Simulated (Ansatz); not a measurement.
## Notes on Cs$_{2}$Sb$_{2}$PdBr$_{4}$

```
CELL_PARAMETERS angstrom
-4.12922 4.12922 4.41895
4.12922 -4.12922 4.41895
4.12922 4.12922 -4.41895
ATOMIC_POSITIONS crystal
Pd 0.00000 0.00000 0.00000
Sb 0.34815 0.34815 0.00000
Sb 0.65185 0.65185 0.00000
Cs 0.75000 0.25000 0.50000
Cs 0.25000 0.75000 0.50000
Br 0.20356 0.20356 0.40712
Br 0.20356 0.79644 0.00000
Br 0.79644 0.79644 0.59288
Br 0.79644 0.20356 0.00000
```

The numbers come from plane-wave PAW DFT (Ansatz): PBE, no spin polarisation, 420 eV, 6×6×6 Γ-centred k points, fermi-dirac occupations (width 0.1 eV). Nothing was relaxed.

- Formation energy: -0.63 eV an atom against the elements' usual phases (free molecules for gases, crystals otherwise, with no correction for O₂ or N₂), so it is bound against them; other compounds may still compete. Relaxing would lower it.
- Forces: The largest is on Br7 (and as large on other atoms): 1.50 eV/Å, components (-1.06, 1.06, 0.00). It makes 180° with the line to a nearest neighbour, Pd1 at 2.38 Å, pointing away from it.
- Charges: Bader charges in e: Cs +0.80, Sb +0.09, Pd +0.25, Br -0.51. In the mean Cs gives up most and Br takes most.
- Stress: The pressure is 3.8 GPa (compression positive), so with the atoms held at these fractions the cell would first expand; the forces are large, so a full relaxation may end otherwise. The principal stresses 0.8, 5.3, 5.3 GPa differ, so its shape would change too.
- Electronic structure: Counting bands on this mesh leaves a gap of 0.11 eV, but it is narrow, so a finer mesh and a narrower smearing would have to settle it.

Origin: a known structure type with other elements, at an estimated volume, so it need not be a known compound. Caveats: atoms or cell far from equilibrium; the gap is not wide against the smearing.
